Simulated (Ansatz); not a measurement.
# Elastic constants of InF at 2.6 GPa (stress–strain coefficients): input and output

Level of theory: DFT LDA, scalar-relativistic, plane waves, PAW (Ansatz 0.2.0).

Launched with:
```bash
ansatz run input.yaml --threads 1 --pin off --max-ram 1228MiB --backend cpu --events-out ev --progress --plain --runs-dir out
```

Input (bare energies are in eV):
```yaml
crystal:
  lattice:
    - [0.0, 2.7968, 2.7968]
    - [2.7968, 0.0, 2.7968]
    - [2.7968, 2.7968, 0.0]
  atoms:
    - { symbol: In, position: [0.0, 0.0, 0.0] }
    - { symbol: F, position: [0.25, 0.25, 0.25] }
basis:
  ecutwfc: 420
kpoints:
  mp_grid: { grid: [8, 8, 8] }
hamiltonian:
  xc: lda
scf:
  occupations: { method: fixed }
output:
  forces: true
  stress: true
  eigenvalues: true
  polarization: {}
elastic:
  mode: relaxed_ion
  stencil: two_point
```

From the output:
```
--- Elastic constants: 2 strain directions × 2 members + reference (group order 24) ---
  dense FFT box of the reference and of every strained cell: 27×27×27
  strains applied: 11, 23; error gains: componentwise 1.00 (the most a stress slope's error grows in a printed constant), spectral 1.73 (1 for all six strains in a standard setting)
  C = ∂σ_k/∂η_j (tension-positive GPa; Voigt order 11 22 33 23 13 12):
        39.033     45.981     45.981      0.000      0.000      0.000
        45.981     39.033     45.981      0.000      0.000     -0.000
        45.981     45.981     39.033      0.000     -0.000     -0.000
        -0.000     -0.000      0.000    -18.446      0.000      0.000
        -0.000     -0.000      0.000     -0.000    -18.446      0.000
         0.000     -0.000      0.000     -0.000      0.000    -18.446
  reference stress σ⁰ (GPa):     -2.570     -2.570     -2.570      0.000     -0.000     -0.000
  C* (energy form; C + prestress term) asymmetry max|C*_kj − C*_jk| = 1.421e-14 GPa — a small one proves nothing (zero by symmetry where the batch's group is 432, −43m or m−3m); a large one is finite-difference/SCF noise where every solve ...
  moduli (Voigt/Reuss/Hill, GPa): K = 43.66/43.66/43.66   G = -12.46/-6.77/-9.61   E = -31.13   ν = 0.619
  mechanically stable: NO (min eigenvalue of sym C = -18.45 GPa)
  e, the proper piezoelectric tensor (elastic.mode: relaxed_ion; C/m²; rows x y z; Voigt order 11 22 33 23 13 12):
      -0.00000    0.00000    0.00000   -0.33802    0.00000    0.00000
       0.00000    0.00000   -0.00000   -0.00000   -0.33802    0.00000
       0.00000   -0.00000    0.00000   -0.00000    0.00000   -0.33802
  ±, each entry's uncertainty from the finite density of the strings (C/m²), an estimate: the size of the correction for it that the entry includes:
       0.00000    0.00000    0.00000    0.03373    0.00000    0.00000
       0.00000    0.00000    0.00000    0.00000    0.03373    0.00000
       0.00000    0.00000    0.00000    0.00000    0.00000    0.03373
  the group's symmetry takes up to 2.0e-9 C/m² out of the measured responses: error of the strings' finite density and of the mesh across them, as far as it breaks the symmetry (raise kpoints.mp_grid and any string_points); the largest step ...
  strain η (Voigt 11):  stress-route row diagonal C_11 = 39.03 GPa, energy-path curvature d²(F+E_count+ΔE)/dδ²/Ω₀ = 39.60 GPa
         δ    σ_11 (GPa) F (eV) n_scf n_hpsi n_pw
    -2.000e-3      -2.6481       -6250.8741844       8   17904    877   relax 0 steps, max|allowed force component| 2.22e-16 eV/Å
     2.000e-3      -2.4920       -6250.8769350       8   17851    881   relax 0 steps, max|allowed force component| 2.22e-16 eV/Å
  strain η (Voigt 23):  stress-route row diagonal C_44 = -18.45 GPa, energy-path curvature d²(F+E_count+ΔE)/dδ²/Ω₀ = -17.00 GPa
         δ    σ_23 (GPa) F (eV) n_scf n_hpsi n_pw
    -2.000e-3       0.0369       -6250.8756132       2   12612    877   relax 3 steps, max|allowed force component| 1.79e-7 eV/Å
     2.000e-3      -0.0369       -6250.8756132       2   12607    877   relax 3 steps, max|allowed force component| 1.84e-7 eV/Å
--- Formal polarisation (Berry phase): one branch of a lattice of values; only differences between neighbouring runs are physical ---
  axis mesh electronic ionic p = total spread (rad) least overlap resolved gap  δp at fixed H ≤   (phases in cycles; p mod 1; gap in eV; gap and δp judge the states as solved, not the mesh's step, its ...
  b1    8×8×8           0.00000000     1.75000000     1.75000000      0.483688         0.8522        0.8668           4.1e-6
  b2    8×8×8           0.00000000     1.75000000     1.75000000      0.483688         0.8522        0.8668           4.1e-6
  b3    8×8×8          -0.00000000     1.75000000     1.75000000      0.483688         0.8522        0.8668           4.1e-6
  quantum along a1:   0.09039870 e/Å² =   144.834683 µC/cm²
  quantum along a2:   0.09039870 e/Å² =   144.834683 µC/cm²
  quantum along a3:   0.09039870 e/Å² =   144.834683 µC/cm²
  P = (  0.22372537,   0.22372537,   0.22372537) e/Å² = (  358.447553,   358.447553,   358.447553) µC/cm²  (mod the quanta)
```

The cell is the ideal cubic zincblende prototype; whether it is the stable structure of this composition wasn't checked.

As the tensor has a negative eigenvalue, the Reuss and Hill moduli of a polycrystal, and E and ν formed from them, have no physical meaning here.